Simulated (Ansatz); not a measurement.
Given:

Relaxed SiC (zinc blende):

```
SiC
1.0
    0.00000     4.37975     4.37975
    2.18988     0.00000     2.18988
    2.18988     2.18988     0.00000
C Si
2 2
Direct
  0.37500   0.75000   0.75000
  0.87500   0.75000   0.75000
  0.00000   0.00000   0.00000
  0.50000   0.00000   0.00000
```

The atoms are displaced by Q × the pattern below (from a DFPT mode at L = (0.5, 0.0, 0.0), largest move 1; Q in Å), at fixed cell. It is one choice among 2 degenerate patterns. (q is in reciprocal vectors of the primitive cell; the cell shown is doubled to hold the pattern.)

```tsv
atom	x	y	z
C1	0.285	-0.520	0.805
C2	-0.285	0.520	-0.805
Si3	0.109	-0.198	0.307
Si4	-0.109	0.198	-0.307
```

Method: PBE (plane waves to 420 eV, PAW, scalar-relativistic; Ansatz, a program for electronic structure). k mesh 13×13×13 (Γ-centred), Fermi-Dirac smearing 0.05 eV. E stands for the smeared free energy. SiC was relaxed with its symmetry unable to fall. The zero of ΔE is the undisplaced structure.

The scan covers Q from -0.180 to 0.180 Å in 13 points.

Question: Which space group does the distorted structure have?

Answer: P1 (No. 1), lowered from F-43m.

Question: What is the energy change at Q = 0.180 Å?

Answer: 1105 meV/cell.

Question: What harmonic wavenumber does the curvature at Q = 0 give?

Answer: 748 cm⁻¹.

(A displaced cell: forces are minus the slopes of the energy, force constants its curvatures, and phonons follow from these.)
